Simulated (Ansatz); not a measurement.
TaSiO:
```yaml
crystal:
  lattice:
    - [3.26586, 0.00000, 0.00000]
    - [0.00000, 3.26586, 0.00000]
    - [0.00000, 0.00000, 6.90113]
  atoms:
    - { symbol: Ta, position: [0.00000, 0.50000, 0.70492] }
    - { symbol: Ta, position: [0.50000, 0.00000, 0.29508] }
    - { symbol: Si, position: [0.00000, 0.00000, 0.00000] }
    - { symbol: Si, position: [0.50000, 0.50000, 0.00000] }
    - { symbol: O, position: [0.50000, 0.00000, 0.60271] }
    - { symbol: O, position: [0.00000, 0.50000, 0.39729] }
```

Relaxed with r²SCAN. Special points in fractions of this cell's reciprocal vectors: Γ (0.000, 0.000, 0.000); X (0.000, 0.500, 0.000); M (0.500, 0.500, 0.000); Z (0.000, 0.000, 0.500); R (0.000, 0.500, 0.500); A (0.500, 0.500, 0.500).

Task: List the band energies nearest the Fermi level at these points for the program Ansatz at the r²SCAN level (PAW).

Result: In eV from the Fermi level; about four levels below and three above (degenerate sets whole), none deeper than 8.9 eV; points with the same levels are listed once.

```
k                    below                above
-  -----------------------  -------------------
Γ  -3.49 -3.39 -1.22 -0.39       0.07 0.07 1.48
X  -1.54 -1.54 -0.95 -0.95  2.56 2.56 2.58 2.58
M  -5.26 -5.26 -3.65 -3.65  1.18 1.18 2.67 2.67
Z  -3.79 -3.79 -0.43 -0.07       0.31 0.31 1.61
R  -1.19 -1.19 -0.56 -0.56  1.44 1.44 2.39 2.39
A  -3.71 -3.71 -0.19 -0.19  2.59 2.59 2.87 2.87
```

Space group P4/nmm. The start of the workflow was typed in or built on a structure type; neither database checked (COD, Materials Project) lists it. Its standing as an ambient phase is unchecked. Symmetry was held in the r²SCAN relaxation; whether a distortion lowers the energy is not shown. No spin polarisation was allowed. Spin–orbit coupling is left out wherever it is not named.

Potentials: the earlier of the program's two PAW sets. The files were generated under PBE; for other functionals the program regenerates the frozen cores, and for LDA and PBEsol the local potential too.
